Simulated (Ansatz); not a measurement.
Values for one crystal, relaxed and computed with HSE06 (plane waves, PAW; program Ansatz); other levels are named.

| Property | Value |
|---|---|
| Volume per atom | 12.47 Å³ |
| Band gap | 8.47 eV (direct) |
| Valence-band maximum | at Γ |
| Conduction-band minimum | at Γ |
| Pressure derivative B′ | 4.6 |
| Bulk modulus (Birch–Murnaghan fit) | 49.2 GPa |

Question: Pick the material that matches.
A) NaF, rock salt
B) KZnF3, cubic perovskite
C) CaO, rock salt
D) NaH, rock salt

Answer: A, NaF, rock salt

Space group Fm-3m (rock salt). The cell was relaxed with HSE06 under the symmetry of its start. The hybrid was solved on a coarse mesh, the path and, where they were found, the r²SCAN edge points; its band edges are the extreme levels among these.

Potentials: the later of the program's two PAW sets.
